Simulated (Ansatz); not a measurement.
An Ansatz (an electronic-structure program) run. Input:

Ansatz 0.2 input:
```yaml
crystal:
  lattice:
    - [0.0, 3.8055590014, 3.8055590014]
    - [3.8055590014, 0.0, 3.8055590014]
    - [3.8055590014, 3.8055590014, 0.0]
  atoms:
    - { symbol: K, position: [0.25, 0.25, 0.25] }
    - { symbol: K, position: [0.75, 0.75, 0.75] }
    - { symbol: Se, position: [0.0, 0.0, 0.0] }
kpoints:
  mp_grid: { grid: [5, 5, 5] }
  band_path:
    path:
      - [[0.0, 0.0, 0.0], [0.5, 0.0, 0.5], [0.625, 0.25, 0.625]]  # Γ-X-U
      - [[0.375, 0.375, 0.75], [0.0, 0.0, 0.0], [0.5, 0.5, 0.5], [0.5, 0.25, 0.75], [0.5, 0.0, 0.5]]  # K-Γ-L-W-X
      - [VBM, CBM]
    npoints: 12
basis: { xc_grid: 2 }
hamiltonian:
  xc: pbesol
  pseudopotentials: { kind: paw }
magnetization: { noncollinear: true, spin_orbit: true }
scf:
  n_extra_bands: 12
  convergence: { dr2_threshold: 0.0000000001 }
  occupations: { method: gaussian, width: 0.01 }
checkpoint: { write: soc.run }
output: { eigenvalues: true }
```

Output (shortened):

```
Pseudopotential: K, paw_fr, valence charge 9
Pseudopotential: Se, paw_fr, valence charge 16
Functional definition: PBEsol
non-collinear run that drives no moment, with spin-orbit …
Crystal: 3 atoms, lattice volume = 110.226 Å³
Basis set: ecut = 420 eV, 2109 PW (Γ), exchange–correlation on 72×72×72 points (8 copies of the dense FFT grid, shifted against one another)
Bands: 46, of which v1, the nominal top of the filled ones, is band 34 counted from 1 (33 counted from 0)
Symmetry: 48 space group operations + 48 with time reversal
k-points: 10 of 125
Projection manifold: j_resolved (fully-relativistic pseudo-atomic orbitals)
SCF iter   1: F=—  HF=-8461.211216 eV  |F-HF|=—  |Δ(HF+E_count)|=         —  Δρ=4.69e-2  dr2=3.98e0  dr2_m=0.00e0 (ungated)  ethr=3.10e-3  |M|=0.00e0 ∫|m|=0.00e0 μB  |m|>n=0.0e0 m-floor=0.0e0 τ_xc=0.0e0  β_m=0.30  ⟨swp⟩=9.1  Hψ=1279  notcnv=0  defer=12
preconditioner: auto → none
SCF iter   2: F=—  HF=-8459.928197 eV  |F-HF|=—  |Δ(HF+E_count)|=    1.28e0  Δρ=2.00e-2  dr2=4.92e-1  dr2_m=0.00e0 (ungated)  ethr=3.10e-3  |M|=0.00e0 ∫|m|=0.00e0 μB  |m|>n=0.0e0 m-floor=0.0e0 τ_xc=0.0e0  β_m=0.35  ⟨swp⟩=4.0  Hψ=540  notcnv=0  defer=54
SCF iter   3: F=—  HF=-8459.762016 eV  |F-HF|=—  |Δ(HF+E_count)|=   1.66e-1  Δρ=1.01e-2  dr2=1.14e-1  dr2_m=0.00e0 (ungated)  ethr=1.45e-3  |M|=0.00e0 ∫|m|=0.00e0 μB  |m|>n=0.0e0 m-floor=0.0e0 τ_xc=0.0e0  β_m=0.54  ⟨swp⟩=3.0  Hψ=356  notcnv=0  defer=54
SCF iter   4: F=—  HF=-8459.733712 eV  |F-HF|=—  |Δ(HF+E_count)|=   2.83e-2  Δρ=1.58e-3  dr2=3.44e-3  dr2_m=0.00e0 (ungated)  ethr=3.34e-4  |M|=0.00e0 ∫|m|=0.00e0 μB  |m|>n=0.0e0 m-floor=0.0e0 τ_xc=0.0e0  β_m=0.61  ⟨swp⟩=3.0  Hψ=406  notcnv=0  defer=54
SCF iter   5: F=—  HF=-8459.734387 eV  |F-HF|=—  |Δ(HF+E_count)|=   6.75e-4  Δρ=1.85e-4  dr2=3.46e-5  dr2_m=0.00e0 (ungated)  ethr=1.01e-5  |M|=0.00e0 ∫|m|=0.00e0 μB  |m|>n=0.0e0 m-floor=0.0e0 τ_xc=0.0e0  β_m=0.73  ⟨swp⟩=3.0  Hψ=304  notcnv=0  defer=54
SCF iter   6: F=—  HF=-8459.734454 eV  |F-HF|=—  |Δ(HF+E_count)|=   6.71e-5  Δρ=3.60e-5  dr2=1.59e-6  dr2_m=0.00e0 (ungated)  ethr=1.02e-7  |M|=0.00e0 ∫|m|=0.00e0 μB  |m|>n=0.0e0 m-floor=0.0e0 τ_xc=0.0e0  β_m=0.73  ⟨swp⟩=2.0  Hψ=397  notcnv=0  defer=54
SCF iter   7: F=—  HF=-8459.734416 eV  |F-HF|=—  |Δ(HF+E_count)|=   3.83e-5  Δρ=8.90e-6  dr2=1.73e-7  dr2_m=0.00e0 (ungated)  ethr=4.69e-9  |M|=0.00e0 ∫|m|=0.00e0 μB  |m|>n=0.0e0 m-floor=0.0e0 τ_xc=0.0e0  β_m=0.75  ⟨swp⟩=2.0  Hψ=400  notcnv=0  defer=54
SCF iter   8: F=—  HF=-8459.734416 eV  |F-HF|=—  |Δ(HF+E_count)|=   1.05e-8  Δρ=1.84e-6  dr2=4.61e-9  dr2_m=0.00e0 (ungated)  ethr=5.09e-10  |M|=0.00e0 ∫|m|=0.00e0 μB  |m|>n=0.0e0 m-floor=0.0e0 τ_xc=0.0e0  β_m=0.87  ⟨swp⟩=2.0  Hψ=243  notcnv=0  defer=54
SCF iter  10: F=-8459.734416 eV  HF=-8459.734416 eV  |F-HF|=1.82e-12  |Δ(HF+E_count)|=  1.47e-10  Δρ=9.97e-8  dr2=5.76e-12  dr2_m=0.00e0 (ungated)  ethr=1.00e-12  |M|=0.00e0 ∫|m|=0.00e0 μB  |m|>n=0.0e0 m-floor=0.0e0 τ_xc=0.0e0  ⟨swp⟩=9.5  Hψ=890  notcnv=0
SCF 1 converged in 10 iterations: F = -8459.734416 eV  dr2 = 5.76e-12
NSCF: frozen V_eff on 16 k-points
NSCF: frozen V_eff on 16 k-points
NSCF: frozen V_eff on 3 k-points
NSCF: frozen V_eff on 6 k-points
NSCF: frozen V_eff on 5 k-points
NSCF: frozen V_eff on 5 k-points
NSCF: frozen V_eff on 2 k-points
NSCF: frozen V_eff on 87 k-points
SCF converged after 10 iterations
Magnetization: |M| = 0.0000 μB,  M = (+0.0000, +0.0000, +0.0000) μB
Absolute magnetization: 0.0000 μB (∫|m|)
  site 0: m = (+0.0000, +0.0000, +0.0000) μB, |m| = 0.0000 μB  (R = 1.36 Å)
  site 1: m = (+0.0000, +0.0000, +0.0000) μB, |m| = 0.0000 μB  (R = 1.36 Å)
  site 2: m = (+0.0000, +0.0000, +0.0000) μB, |m| = 0.0000 μB  (R = 1.36 Å)
Free energy (F): -8459.734416 eV
Harris-Foulkes:  -8459.734416 eV  (|F-HF|=1.82e-12)
Internal energy: -8459.734416 eV  (E = F + TS)
E sigma→0 (E₀):  -8459.734416 eV
Fermi energy:    3.970864 eV
--- Per-component energies (eV) ---
  E_band       = -640.778468
  E_kinetic    = 627.522454
  E_local      = -4251.106644  (includes V_loc(G=0)·N_el)
  E_nonlocal   = -565.506958
  E_hartree    = 1907.906100
  E_xc         = -371.082158
  E_vxc        = -426.520189  (∫ρ·V_xc dr)
  E_paw        = -3391.835850  (= ΣΔE_a)
  E_vpaw       = 159.021221  (= ΣTr[D̂ρ^β])
  E_aug_tail   = -0.000573  (compensation charges beyond the density's cutoff)
  E_ewald      = -2416.859297
  E_core_change = 1.228510  (= ΣΔE_core)
  E_smearing   =  0.000000  (= −TS)
  E_closure    =  0.000000  (closes the sum)
  Σ components = -8459.734416   (vs F -8459.734416, Δ=0.00e0)
  [band-id]    e_kinetic+e_local+e_nonlocal+2·e_hartree+e_vxc+e_vpaw+e_augmentation_tail = -640.778489   (vs E_band -640.778468, Δ=-2.06e-5)
--- Band table (eV; the first three rows and the last of 10) ---
  k-point 0: bands = ["-42.5311", "-42.5311", "-42.5311", "-42.5311", "-41.6373", "-41.6373", "-41.6362", "-41.6362", "-41.6362", "-41.6362", "-26.2274", "-26.2274", "-26.1651", "-26.1651", "-10.0564", "-10.0564", "-9.8655", "-9.8655", "-9.7957", "-9.7957", …
  k-point 1: bands = ["-42.5311", "-42.5311", "-42.5311", "-42.5311", "-41.6373", "-41.6373", "-41.6362", "-41.6362", "-41.6362", "-41.6362", "-26.2212", "-26.2212", "-26.1708", "-26.1708", "-10.0436", "-10.0436", "-9.8972", "-9.8972", "-9.7857", "-9.7857", …
  k-point 2: bands = ["-42.5311", "-42.5311", "-42.5311", "-42.5311", "-41.6373", "-41.6373", "-41.6362", "-41.6362", "-41.6362", "-41.6362", "-26.2052", "-26.2052", "-26.1860", "-26.1860", "-10.0149", "-10.0149", "-9.9594", "-9.9594", "-9.7668", "-9.7668", …
  k-point 9: bands = ["-42.5311", "-42.5311", "-42.5311", "-42.5311", "-41.6373", "-41.6373", "-41.6362", "-41.6362", "-41.6362", "-41.6362", "-26.2005", "-26.2005", "-26.1901", "-26.1901", "-10.0853", "-10.0853", "-10.0226", "-10.0226", "-9.8053", "-9.8053", …
```

Cost: very roughly 70 core-seconds on shared cores.

Space group Fm-3m (anti-fluorite). The first step of the workflow began from a Materials Project structure, measured or hypothetical; the Crystallography Open Database files this formula in space group No. 225, but the cells were not matched. Whether it is the stable phase at ambient conditions was not checked. The cell was relaxed with PBEsol under the symmetry of its start; its stability against distortions is not shown here.

Potentials: the later of the program's two PAW sets.

Ansatz is a plane-wave DFT program.
